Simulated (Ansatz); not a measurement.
**Al3GaN4: computed property card**

Al₃GaN₄:
```yaml
crystal:
  lattice:
    - [3.12493, 0.00000, 0.00000]
    - [-1.56247, 2.70627, 0.00000]
    - [0.00000, 0.00000, 10.07324]
  atoms:
    - { symbol: Ga, position: [0.33333, 0.66667, 0.00559] }
    - { symbol: N, position: [0.33333, 0.66667, 0.20072] }
    - { symbol: Al, position: [0.66667, 0.33333, 0.25808] }
    - { symbol: N, position: [0.66667, 0.33333, 0.44644] }
    - { symbol: Al, position: [0.33333, 0.66667, 0.50485] }
    - { symbol: N, position: [0.33333, 0.66667, 0.69311] }
    - { symbol: Al, position: [0.66667, 0.33333, 0.75126] }
    - { symbol: N, position: [0.66667, 0.33333, 0.93949] }
```

Space group P3m1 (No. 156); conventional cell a = 3.1249 Å, b = 3.1249 Å, c = 10.0732 Å, α = 90.00°, β = 90.00°, γ = 120.00°.

Method: plane-wave PAW r²SCAN (Ansatz code). The cell and atoms are relaxed at this level. Other levels are named where they apply.

### Cell and energy

```yaml
volume_per_atom: 10.65 Å³
density: 4.03 g/cm³
Formation energy from the elements (no fitted shifts): -1.37 eV/atom
```

### Electronic structure

```yaml
band_gap: 3.90 eV (direct)
valence_band_maximum: at Γ
conduction_band_minimum: at Γ
electron_effective_mass: 0.28 mₑ (isotropic)
Electron effective mass with spin–orbit coupling: 0.28 mₑ (isotropic)
Hole effective mass, band 1 of 2 at the edge: 1.6 along x, 19 along z (mₑ)
Hole effective mass, band 2 of 2 at the edge: 0.28 along x, 19 along z (mₑ)
Hole effective mass with spin–orbit coupling: 0.52, 0.52, 20 mₑ (principal values)
HSE06 gap on the r²SCAN cell: 4.70 eV
Gap with spin–orbit coupling: 3.90 eV
```

### Mechanics

```yaml
Bulk modulus (Birch–Murnaghan fit): 207 GPa
Pressure derivative B′: 3.9
Elastic constants (relaxed ions, GPa): C11 = 396, C12 = 137, C13 = 102, C14 = -1.2, C33 = 395, C44 = 114
mechanical_stability: stable (all eigenvalues of C positive)
hill_bulk_and_shear_moduli: 207 and 127 GPa
Young's modulus: 317 GPa
Poisson's ratio: 0.25
debye_temperature_from_the_elastic_constants: 844 K
Piezoelectric stress constants (proper, relaxed ions, C/m²): e15 = e24 = -0.31, e16 = e21 = -0.03, e22 = 0.03, e31 = e32 = -0.55, e33 = 1.28
```

### Charges

```yaml
bader_charges: Ga +1.66, N -2.48 to -1.87, Al +2.48 to +2.49 e
```

The start of the workflow was typed in or built on a structure type; neither database checked (COD, Materials Project) lists it. Its standing as an ambient phase is unchecked. The r²SCAN relaxation kept the symmetry of its start; its stability against distortions is not shown here. Signs of piezoelectric constants follow the polarity of the cell as given. The references are the lowest solids computed at this level, not always the standard phases (solids in place of the gases). Spin–orbit coupling is left out wherever it is not named.

Potentials: the earlier of the program's two PAW sets.
